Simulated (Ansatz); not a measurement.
## CsLiCr2Te2S3: changing the functional

Space group P3m1 (No. 156). a = 3.604 Å, b = 3.604 Å, c = 19.067 Å, α = 90.00°, β = 90.00°, γ = 120.00°
| atom | site | symmetry | x | y | z |
| --- | --- | --- | --- | --- | --- |
| Cs | 1a | 3m. | 0.0000 | 0.0000 | 0.3740 |
| Li | 1c | 3m. | 0.6667 | 0.3333 | 0.0161 |
| Cr | 1a | 3m. | 0.0000 | 0.0000 | 0.8664 |
| Cr | 1b | 3m. | 0.3333 | 0.6667 | 0.1683 |
| Te | 1b | 3m. | 0.3333 | 0.6667 | 0.5389 |
| Te | 1c | 3m. | 0.6667 | 0.3333 | 0.7728 |
| S | 1a | 3m. | 0.0000 | 0.0000 | 0.1003 |
| S | 1b | 3m. | 0.3333 | 0.6667 | 0.9292 |
| S | 1c | 3m. | 0.6667 | 0.3333 | 0.2341 |

The cell comes from a database or a generator and needn't be the stable form of this composition.

Kept alike: task band structure; k mesh 9 × 9 × 2; occupations fermi-dirac, width 0.05 eV; collinear spin, ferromagnetic start. Program: Ansatz, Ansatz PAW. Cutoffs run from 420 to 500 eV. The mesh is that of the run's cell of 9 atoms. No spin-orbit coupling.

| functional | pressure (GPa) | largest site moment (μB) |
| --- | --- | --- |
| BLYP | 3.67 | 2.72 |
| LDA | -4.88 | 2.72 |
| PBE | 0.02 | 2.74 |
| PBEsol | -2.86 | 2.74 |
| RPBE | 2.10 | 2.76 |
| r2SCAN | 0.17 | 2.82 |
| revPBE | 1.59 | 2.75 |

Pressure is positive in compression, with a Pulay correction for the finite cutoff. For a metal such a mesh leaves the last digits unconverged. The runs hold the magnetic state that their start led to, which needn't be the lowest. Site moments count inside each atom's sphere or projector. All rows use potentials made for PBE.

Q: What does the functional change here?

A: The pressure runs from -4.88 (LDA) to 3.67 GPa (BLYP). From PBE: BLYP +3.65; LDA -4.90; PBEsol -2.88; RPBE +2.08; r2SCAN +0.15; revPBE +1.57. The largest site moment runs from 2.72 (BLYP; LDA) to 2.82 μB (r2SCAN). From PBE: BLYP -0.02; LDA -0.02; PBEsol +0.00; RPBE +0.02; r2SCAN +0.08; revPBE +0.01.
